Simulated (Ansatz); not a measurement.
# What a change of settings does: SbAs (zincblende type)

First run: DFT, PBEsol, PAW with Ansatz's default frozen-core files, scalar-relativistic (Ansatz 0.2.0).

Command: `ansatz run input.yaml --threads 1 --pin off --max-ram 2048MiB --backend cpu --events-out ev --progress --plain --runs-dir out` It took 12 s on 1 thread of Arm Neoverse V2, with other jobs on the host, peak memory 0.38 GiB.

```yaml
crystal:
  lattice:
    - [0.0, 3.1601529459, 3.1601529459]
    - [3.1601529459, 0.0, 3.1601529459]
    - [3.1601529459, 3.1601529459, 0.0]
  atoms:
    - { symbol: Sb, position: [0.0, 0.0, 0.0] }
    - { symbol: As, position: [0.25, 0.25, 0.25] }
kpoints:
  mp_grid: { grid: [12, 12, 12] }
  band_path:
    path:
      - [0.0, 0.0, 0.0]
      - [-0.5, -0.5, 0.0]
      - [-0.375, -0.375, 0.25]
      - [-0.375, 0.0, 0.375]
      - [0.0, 0.0, 0.0]
      - [0.0, 0.0, 0.5]
      - [-0.5, -0.25, 0.25]
      - [-0.5, -0.5, 0.0]
    npoints: 8
scf:
  occupations: { method: fermi_dirac, width: 0.1 }
hamiltonian:
  xc: pbesol
  pseudopotentials: { kind: paw }
output:
  forces: true
  stress: true
  eigenvalues: true
  populations: true
  dos: { projected: true, de: 0.2, e_range: [-14, 8] }
```

The cell comes from a relaxation on PAW files under the same functional, begun from a prototype that needn't be the stable phase.

This run: volume at 0.95 of the series' base cell.

It converges in 7 SCF iterations at a pressure of 2.44 GPa, cutoff 420 eV.

The input is then changed:

```diff
   populations: true
-  dos: { projected: true, de: 0.2, e_range: [-14, 8] }
+  write_density: true
+  write_potential: true
+  elf: true
+  volumetric_format: npy
+basis:
+  ecutrho_ratio: 4
```

Problem. What does the second run give?

Solution. It converges in 7 SCF iterations at a pressure of 2.44 GPa, cutoff 420 eV, free energy 0.0 meV/atom against the first run's. Results part of its log:
```
SCF 1 converged in 7 iterations: F = -11220.363524 eV  dr2 = 8.28e-8
  greatest PAW one-centre occupation: 0.999 electrons in one spin orbital (limit 2), on the As atom at site 1 (counted from 0), in its partial waves of l = 2
NSCF: frozen V_eff on 57 k-points
SCF converged after 7 iterations
Free energy (F): -11220.363524 eV
Harris-Foulkes:  -11220.363524 eV  (|F-HF|=1.26e-7)
Internal energy: -11220.334691 eV  (E = F + TS)
E sigma→0 (E₀):  -11220.349108 eV
Entropy (-TS):   -0.028833 eV (-14.416 meV/atom)
Fermi energy:    7.566748 eV
--- Per-component energies (eV) ---
  E_band       = -482.673203
  E_kinetic    = 310.002974
  E_local      = -3864.440224  (includes V_loc(G=0)·N_el)
  E_nonlocal   = -305.207972
  E_hartree    = 1905.935240
  E_xc         = -215.903360
  E_vxc        = -175.323668  (∫ρ·V_xc dr)
  E_paw        = -6290.634943  (= ΣΔE_a)
  E_vpaw       = -259.583781  (= ΣTr[D̂ρ^β])
  E_aug_tail   = 0.000006  (compensation charges beyond the density's cutoff)
  E_ewald      = -2761.384697
  E_core_change = 1.298286  (= ΣΔE_core)
  E_smearing   = -0.028833  (= −TS)
  E_closure    = 0.000000  (closes the sum)
  Σ components = -11220.363524   (vs F -11220.363524, Δ=0.00e0)
--- Forces (eV/Å), atoms counted from 1 ---
  atom   1  Sb    -0.00000000     0.00000000    -0.00000000
  atom   2  As     0.00000000     0.00000000     0.00000000
  max |Σ_I F_I| component: 8.14e-16 eV/Å
--- Stress (GPa, compression-positive) ---
        2.436499      -0.000000      -0.000000
       -0.000000       2.436499       0.000000
       -0.000000       0.000000       2.436499
  P = ⅓ Tr σ = 2.4365 GPa (24.365 kbar)
--- Band table (eV; the first three rows and the last of 72) ---
  k-point 0: bands = ["-28.3587", "-28.3587", "-28.3587", "-28.3529", "-28.3529", "-21.7089", "-21.7089", "-21.7089", "-21.6940", "-21.6940", "-5.6908", "2.3458", "5.4560", "5.4560", "5.4560", "8.1686", "8.1686", "8.1686", "11.8985"]
  k-point 1: bands = ["-28.3587", "-28.3587", "-28.3587", "-28.3528", "-28.3528", "-21.7089", "-21.7087", "-21.7087", "-21.6940", "-21.6940", "-5.6322", "2.0235", "5.3624", "5.3624", "5.5290", "8.2985", "8.3038", "8.3038", "12.2189"]
  k-point 2: bands = ["-28.3587", "-28.3587", "-28.3587", "-28.3528", "-28.3528", "-21.7091", "-21.7083", "-21.7083", "-21.6940", "-21.6940", "-5.4604", "1.2768", "5.1438", "5.1438", "5.5421", "8.6224", "8.6224", "8.7978", "12.9516"]
  k-point 71: bands = ["-28.3588", "-28.3585", "-28.3585", "-28.3528", "-28.3526", "-21.7108", "-21.7058", "-21.7038", "-21.6948", "-21.6934", "-3.5404", "-2.1996", "3.0318", "3.0540", "8.5661", "8.7408", "9.9553", "10.7653", "14.0053"]
--- Löwdin populations: 2 sites ---
  site symbol       q [e]
     0     Sb     14.6886
     1     As     15.2150
  spilling = 0.003210 (of n_electrons = 30.000000)
```
